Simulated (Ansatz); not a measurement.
CrSO₄ single point

The input, for Ansatz 0.2.0 (plane waves, PAW):

```yaml
crystal:
  lattice:
    - [0.0, 3.54468185, 3.54468185]
    - [3.54468185, 0.0, 3.54468185]
    - [3.54468185, 3.54468185, 0.0]
  atoms:
    - { symbol: S, position: [0.0, 0.0, 0.0] }
    - { symbol: O, position: [0.88, 0.88, 0.88] }
    - { symbol: O, position: [0.88, 0.88, 0.36] }
    - { symbol: O, position: [0.36, 0.88, 0.88] }
    - { symbol: O, position: [0.88, 0.36, 0.88] }
    - { symbol: Cr, position: [0.75, 0.75, 0.75] }
  symmetry: { tolerance: 0.0003 }
kpoints:
  mp_grid: { grid: [8, 8, 8], shift: [0, 0, 0] }
  band_path:
    path:
      - [0.0, 0.0, 0.0]
      - [-0.5, -0.5, 0.0]
      - [-0.375, -0.375, 0.25]
      - [-0.375, 0.0, 0.375]
      - [0.0, 0.0, 0.0]
      - [0.0, 0.0, 0.5]
      - [-0.5, -0.25, 0.25]
      - [-0.5, -0.5, 0.0]
    npoints: 8
magnetization:
  spin_polarized: false
scf:
  occupations: { method: fermi_dirac }
  lower_state_search: "off"
  max_iter: 200
hamiltonian:
  pseudopotentials: { kind: paw }
  xc: pbesol
basis:
  ecutwfc: 420
  fft_grid_basis: typed
output:
  forces: true
  stress: true
  eigenvalues: true
  bader: true
  populations: true
  elf: true
  write_potential: true
  volumetric_format: npy
  dos:
    e_range: [-12, 8]
    de: 0.05
    projected: { site_lists: { Cr: [Cr], O: [O], S: [S] } }
checkpoint:
  read: saved_state
```

The run starts from an earlier solution of this cell. 

Output (shortened):

```
Pseudopotentials: kind: paw
Pseudopotential: S, paw, valence charge 6, recommended cutoff 420 eV (normal), S.paw.azcp
Pseudopotential: O, paw, valence charge 6, recommended cutoff 420 eV (normal), O.paw.azcp
Pseudopotential: Cr, paw, valence charge 14, recommended cutoff 420 eV (normal), Cr.paw.azcp
Functional definition: PBEsol
  exchange = pbesol_x
  correlation = pbesol_c
Crystal: 6 atoms, lattice volume = 89.076 Å³
Basis set: ecut = 420 eV, 1807 PW (Γ), exchange–correlation on 72×72×72 points (8 copies of the dense FFT grid, shifted against one another)
Bands: 28, of which v1, the nominal top of the filled ones, is band 22 counted from 1 (21 counted from 0)
Symmetry: 24 space group operations
Space group: F-43m (ITA 216), of the structure as read, at distance tolerance 1.3e-3 Å
k-points: 29 of 512 (time reversal used)
Initial density: read from a saved state, or passed on in memory by an earlier SCF of this step, an earlier step, the calling program or the single point that the run made first
Functional: x = pbesol(κ = 0.804, μ = 0.1235), c = pbesol(β = 0.046)
Free energy (F): -6468.1558 eV
Harris-Foulkes:  -6468.1558 eV  (|F-HF|=1.49e-10)
Internal energy: -6467.9745 eV  (E = F + TS)
E sigma→0 (E₀):  -6468.0651 eV
Entropy (-TS):   -0.1813 eV (-30.224 meV/atom)
Fermi energy:    7.8342 eV
--- Per-component energies (eV) ---
  E_band       = -516.8697
  E_kinetic    = 1196.4294
  E_local      = -5634.0761  (includes V_loc(G=0)·N_el)
  E_nonlocal   = 314.4859
  E_hartree    = 2327.1076
  E_xc         = -530.7054
  E_vxc        = -645.1260  (∫ρ·V_xc dr)
  E_paw        = -2372.6858  (= ΣΔE_a)
  E_vpaw       = -402.8209  (= ΣTr[D̂ρ^β])
  E_aug_tail   = 0.0106  (compensation charges beyond the density's cutoff)
  E_ewald      = -1768.9037
  E_core_change = 0.3631  (= ΣΔE_core)
  E_smearing   = -0.1813  (= −TS)
--- Stress (GPa, compression-positive) ---
       48.0204       0.0000       0.0000
        0.0000      48.0204       0.0000
        0.0000       0.0000      48.0204
  P = ⅓ Tr σ = 48.0204 GPa (480.204 kbar)
--- Löwdin populations: 6 sites ---
  site symbol       q [e]
     0      S      3.6465
     1      O      6.6282
     2      O      6.6282
     3      O      6.6282
     4      O      6.6282
     5     Cr     13.0667
  spilling = 0.0176 (of n_electrons = 44.0000)
--- Bader charges: 6 sites ---
  site symbol  charge [e]  shift [e]
     0      S      3.6405     0.0230
     1      O     -1.3050     0.0028
     2      O     -1.3050     0.0028
     3      O     -1.3050     0.0028
     4      O     -1.3050     0.0028
     5     Cr      1.5796     0.0120
```

Origin: a known structure type with other elements, at an estimated volume, so it need not be a known compound. Caveats: no spin polarisation, so a magnetic state may lie lower; atoms or cell far from equilibrium.
